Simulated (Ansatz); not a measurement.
TeW:
```
CELL_PARAMETERS angstrom
      9.18246     0.00000     0.00000
     -4.59123     7.95224     0.00000
      0.00000     0.00000     4.52484
ATOMIC_POSITIONS crystal
  W  0.18845 0.05384 0.25000
  Te 0.28547 0.40111 0.25000
  W  0.94616 0.13460 0.25000
  Te 0.59889 0.88436 0.25000
  W  0.86540 0.81155 0.25000
  Te 0.11564 0.71453 0.25000
  W  0.81155 0.94616 0.75000
  Te 0.71453 0.59889 0.75000
  W  0.05384 0.86540 0.75000
  Te 0.40111 0.11564 0.75000
  W  0.13460 0.18845 0.75000
  Te 0.88436 0.28547 0.75000
```

Relaxed with r²SCAN+D4. Special points in fractions of this cell's reciprocal vectors: Γ (0.000, 0.000, 0.000); M (0.500, 0.000, 0.000); K (0.333, 0.333, 0.000); A (0.000, 0.000, 0.500); L (0.500, 0.000, 0.500); H (0.333, 0.333, 0.500).

Question: List the band energies nearest the Fermi level at these points for r²SCAN+D4 (plane waves, PAW; program Ansatz).

Answer: In eV from the Fermi level; about four levels below and three above (degenerate sets whole), none deeper than 8.9 eV; points with the same levels are listed once.

```tsv
k	below	above
Γ	-0.48 -0.48 -0.14 -0.14 -0.10	1.41 1.41 2.31 2.31
M	-0.57 -0.56 -0.43 -0.13	0.15 0.18 1.23
K	-0.72 -0.72 -0.57 -0.57 -0.11	0.02 0.02 0.18
A	-1.09 -1.09 -1.09 -1.09	1.24 1.24 2.03 2.03
L	-1.13 -1.13 -1.03 -1.03	1.27 1.27 2.42 2.42
H	-1.04 -1.04 -1.01 -1.01	1.24 1.24 2.54 2.54
```

Space group P6_3/m. The start of the workflow was typed in or built on a structure type; neither database checked (COD, Materials Project) lists it. Its standing as an ambient phase is unchecked. Symmetry was held in the r²SCAN+D4 relaxation; its stability against distortions is not shown here. No spin polarisation was allowed. Scalar-relativistic: spin–orbit coupling is off unless named, which matters more the heavier the elements.

Potentials: the earlier of the program's two PAW sets.
